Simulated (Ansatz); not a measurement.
Theory: DFT PBE, scalar-relativistic, plane waves, PAW, and for the lanthanide a 4f-in-core norm-conserving potential, in Ansatz 0.2.0. The final run on the 6-atom cell used 770 eV, a Γ-centred 6×6×4 mesh, 0.02 eV smearing and no spin polarisation.

Energies over the elements count from the elements' standard structures at the same level, with no fitted energy shifts. The references include crystalline Br.

Question: Find a candidate tetragonal semiconductor with formula NaErBr4, with a gap near 2.3 eV, a formation energy near −1.63 eV/atom and about 30 Å³ per atom, in a cell of 6 atoms.

Answer: NaErBr4, space group P4/mmm (No. 123). Na has 8 Br at 3.15 Å; Er has 8 Br at 2.99 Å; Br has 2 Er at 2.99 Å, 2 Na at 3.15 Å, 5 Br at 3.38–3.50 Å and 1 Br at 3.90 Å.

Space group P4/mmm (No. 123). a = 4.943 Å, b = 4.943 Å, c = 7.281 Å, α = 90.00°, β = 90.00°, γ = 90.00°
| atom | site | symmetry | x | y | z |
| --- | --- | --- | --- | --- | --- |
| Na | 1b | 4/mmm | 0.0000 | 0.0000 | 0.5000 |
| Er | 1c | 4/mmm | 0.5000 | 0.5000 | 0.0000 |
| Br | 4i | 2mm. | 0.0000 | 0.5000 | 0.2321 |

- Volume per atom: 29.65 Å³
- Density: 4.76 g/cm³
- Formation energy: −1.631 eV/atom
- Gap on the 6×6×4 mesh of the 6-atom cell: 2.31 eV

The cell was found from a structure generator's guess, not taken from experiment. Other answers may fit too; this one was computed.

Kohn–Sham gaps at this level usually fall short of measured ones. The reference form of Br is held partly by dispersion forces, which this level lacks. Symmetry constrained the relaxation, so the result can be a saddle point.

The lanthanide is trivalent by construction, without f bands, f moments or other valences. The reference runs of the other elements, and any phases without the lanthanide, used 420 eV, which shifts energies against them by under 10 meV/atom. The lanthanide's reference is the lowest of its hcp, dhcp and fcc cells.
